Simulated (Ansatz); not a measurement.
Nb$_{2}$SiB$_{2}$ in space group P-6m2 (No. 187; Nb on 2h, Si on 1a, B on 1b, B on 1f) under volume change, plane-wave PAW r²SCAN (Ansatz code), shape and atoms relaxed at each volume.

```json
[
 {"V (Å³/atom)": "10.968", "E − E(relaxed) (meV/atom)": "82.7", "P (GPa)": "26.45"},
 {"V (Å³/atom)": "11.329", "E − E(relaxed) (meV/atom)": "34.8", "P (GPa)": "16.26"},
 {"V (Å³/atom)": "11.691", "E − E(relaxed) (meV/atom)": "8.3", "P (GPa)": "7.51"},
 {"V (Å³/atom)": "12.052", "E − E(relaxed) (meV/atom)": "0.0", "P (GPa)": "0.00"},
 {"V (Å³/atom)": "12.414", "E − E(relaxed) (meV/atom)": "7.4", "P (GPa)": "-6.42"},
 {"V (Å³/atom)": "12.775", "E − E(relaxed) (meV/atom)": "28.3", "P (GPa)": "-11.89"},
 {"V (Å³/atom)": "13.137", "E − E(relaxed) (meV/atom)": "60.5", "P (GPa)": "-16.56"}
]
```

**Question.** What does a third-order Birch–Murnaghan fit give for V₀, B₀ and B′?

**Answer.** V₀ = 12.05 Å³/atom, B₀ = 230 GPa, B′ = 4.2.

The start of the workflow was typed in or built on a structure type; neither database checked (COD, Materials Project) lists it. Whether it is the stable phase at ambient conditions was not checked. The cell was relaxed with r²SCAN under the symmetry of its start; its stability against distortions is not shown here. No spin polarisation was allowed.

Potentials: the earlier of the program's two PAW sets. The files were generated under PBE; for other functionals the program regenerates the frozen cores, and for LDA and PBEsol the local potential too.
